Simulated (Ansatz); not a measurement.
Nb₄AlC₃:
```yaml
crystal:
  lattice:
    - [3.14219, 0.00000, 0.00000]
    - [-1.57110, 2.72122, 0.00000]
    - [0.00000, 0.00000, 24.27742]
  atoms:
    - { symbol: Al, position: [0.33333, 0.66667, 0.25000] }
    - { symbol: Al, position: [0.66667, 0.33333, 0.75000] }
    - { symbol: Nb, position: [0.00000, 0.00000, 0.84301] }
    - { symbol: Nb, position: [0.00000, 0.00000, 0.15699] }
    - { symbol: Nb, position: [0.00000, 0.00000, 0.34301] }
    - { symbol: Nb, position: [0.00000, 0.00000, 0.65699] }
    - { symbol: Nb, position: [0.66667, 0.33333, 0.94484] }
    - { symbol: Nb, position: [0.33333, 0.66667, 0.05516] }
    - { symbol: Nb, position: [0.33333, 0.66667, 0.44484] }
    - { symbol: Nb, position: [0.66667, 0.33333, 0.55516] }
    - { symbol: C, position: [0.33333, 0.66667, 0.89168] }
    - { symbol: C, position: [0.66667, 0.33333, 0.10832] }
    - { symbol: C, position: [0.66667, 0.33333, 0.39168] }
    - { symbol: C, position: [0.33333, 0.66667, 0.60832] }
    - { symbol: C, position: [0.00000, 0.00000, 0.50000] }
    - { symbol: C, position: [0.00000, 0.00000, 0.00000] }
```

Relaxed with r²SCAN. Special points in fractions of this cell's reciprocal vectors: Γ (0.000, 0.000, 0.000); M (0.500, 0.000, 0.000); K (0.333, 0.333, 0.000); A (0.000, 0.000, 0.500); L (0.500, 0.000, 0.500); H (0.333, 0.333, 0.500).

Question: List the band energies nearest the Fermi level at these points for the program Ansatz at the r²SCAN level (PAW).

Answer: In eV from the Fermi level; about four levels below and three above (degenerate sets whole), none deeper than 8.9 eV; points with the same levels are listed once.

```
k                    below                above
-  -----------------------  -------------------
Γ  -0.14 -0.14 -0.11 -0.11  0.42 0.42 0.44 0.44
M  -1.88 -1.87 -1.12 -1.07       0.90 0.94 1.34
K  -2.18 -2.17 -1.26 -1.26       0.77 0.77 0.77
A  -0.13 -0.13 -0.13 -0.13  0.43 0.43 0.43 0.43
L  -1.88 -1.88 -1.10 -1.10  0.92 0.92 1.36 1.36
H  -2.17 -2.17 -1.26 -1.26  0.78 0.78 0.80 0.80
```

Space group P6_3/mmc. The first step of the workflow began from a Materials Project structure, measured or hypothetical; the Crystallography Open Database copy checked does not list it. Its standing as an ambient phase is unchecked. The r²SCAN relaxation kept the symmetry of its start; its stability against distortions is not shown here. The run is not spin-polarised. Spin–orbit coupling is left out wherever it is not named.

Potentials: the later of the program's two PAW sets.
